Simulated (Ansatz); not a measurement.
Here is the system:

C:
```xyz
12
Lattice="2.5078 0.0000 0.0000 -1.2539 2.1718 0.0000 0.0000 0.0000 12.3687" Properties=species:S:1:pos:R:3 pbc="T T T"
C      1.2539     0.7239     4.3899
C      0.0000     1.4479     7.9787
C      0.0000     1.4479    10.5743
C      1.2539     0.7239     1.7944
C      1.2539     0.7239     0.2569
C      0.0000     1.4479    12.1118
C      0.0000     1.4479     6.4412
C      1.2539     0.7239     5.9274
C      0.0000     0.0000     8.4956
C      0.0000     0.0000     3.8731
C      0.0000     0.0000     2.3113
C      0.0000     0.0000    10.0574
```

This is the PBEsol-relaxed structure. Cartesian axes are those of the cell as given.

### Question
All from PBEsol (plane waves, PAW; program Ansatz), unless another level is named. Predict the HSE06 gap on the PBEsol cell.

### Answer
5.62 eV.

### Question
Predict the smallest direct gap on the standard path.

### Answer
5.36 eV.

### Question
And the hole effective mass, band 1 of 2 at the edge?

### Answer
0.80 along x, 0.68 along z (mₑ).

### Question
What about the electron effective mass?

### Answer
0.23, 0.74, 1.4 mₑ (principal values).

### Question
Next, the conduction-band minimum?

### Answer
on the Γ–M line, 74 % of the way from Γ (6 equivalent valleys).

Space group P6_3/mmc. The first step of the workflow began from a Materials Project structure, measured or hypothetical. Its sites differ from those of the usual phase in this space group: another stacking or structure type. The PBEsol relaxation kept the symmetry of its start; whether a distortion lowers the energy is not shown.

Potentials: the later of the program's two PAW sets.
